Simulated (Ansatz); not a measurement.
The cell below belongs to a search over invented structures; it isn't taken from experiment.

Input and command of a plane-wave DFT calculation in Ansatz:

```yaml
crystal:
  lattice:
    - [7.1445159921, 0.0, -0.002707789]
    - [0.0, 3.4996734886, 0.0]
    - [-0.815419531, 0.0, 7.9392485111]
  atoms:
    - { symbol: Ge, position: [0.2523696867, 0.75, 0.5079897196] }
    - { symbol: Ge, position: [0.9491447871, 0.75, 0.3217029411] }
    - { symbol: Ge, position: [0.7476303133, 0.25, 0.4920102804] }
    - { symbol: Ge, position: [0.0508552129, 0.25, 0.6782970589] }
    - { symbol: Ge, position: [0.1386254797, 0.25, 0.0869375644] }
    - { symbol: Ge, position: [0.5217788697, 0.25, 0.8690146967] }
    - { symbol: Ge, position: [0.8613745203, 0.75, 0.9130624356] }
    - { symbol: Ge, position: [0.4782211303, 0.75, 0.1309853033] }
    - { symbol: Mo, position: [0.2355682261, 0.75, 0.8551252001] }
    - { symbol: Mo, position: [0.7644317739, 0.25, 0.1448747999] }
    - { symbol: Pt, position: [0.4161708359, 0.25, 0.3421488794] }
    - { symbol: Pt, position: [0.5838291641, 0.75, 0.6578511206] }
basis:
  ecutwfc: 420
kpoints:
  mp_grid: { grid: [4, 10, 4] }
hamiltonian:
  xc: pbe
scf:
  occupations: { method: gaussian, width: 0.1 }
output:
  forces: true
  stress: true
  eigenvalues: true
relax:
  adjacent_minimum: "off"
  f_tol: 0.01
  max_steps: 30
  cell: { stress_tol: 0.1, fix: [volume] }
```

```bash
ansatz run input.yaml --threads 1 --pin off --max-ram 2560MiB --backend cpu --events-out ev --progress --plain --runs-dir out
```

Processor: Intel(R) Xeon(R) Processor @ 2.70GHz, 1 thread, on a host shared with other jobs.

Q: Estimate time, memory and problem size.

A: About 8.7 min, peak memory 1.1 GiB. It solves 106 bands at 60 k points (after reduction by symmetry) with about 3867 plane waves, in 47 SCF iterations over 7 ionic steps.
